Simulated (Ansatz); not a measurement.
Problem. Ε∞ from PBE minus that from r²SCAN (% of the latter), each on its own relaxed cell (Ansatz, an electronic-structure program, plane waves, PAW; no spin–orbit coupling, no Hubbard U), over 15 phases of the class «halides»: what sign and size do you expect?

Solution. Mean 4 %, median 3 %, mean absolute 4 %; eight in ten lie between 2 and 7 %, and 100 % are above zero.

Some cases that may be named, with their rank among the 15 from the lowest: KF, rock salt 1 % (rank 1); KCl, rock salt 1 % (rank 2); KI, rock salt 3 % (rank 7); LiF, rock salt 3 % (rank 8); CdF2, fluorite 8 % (rank 14); AgCl, rock salt 10 % (rank 15).

The phases are those computed here (of each formula those with measured values and the lowest at some level), not a balanced benchmark, and neither functional is the truth. Pairs that end in unlike spin orders or unlike minima (c/a over 6 % apart, 30 % for weakly bound crystals), magnets with 4f shells, solids of gases and phases set aside for tests are left out.

All cells were relaxed under the symmetry of their starts (and spin orders); stability against distortions was not tested throughout. Named crystals with no word on spin ran without spin polarisation. Spin–orbit coupling is left out wherever it is not named.

Potentials: the later of the program's two PAW sets.

Ansatz is a plane-wave DFT program.
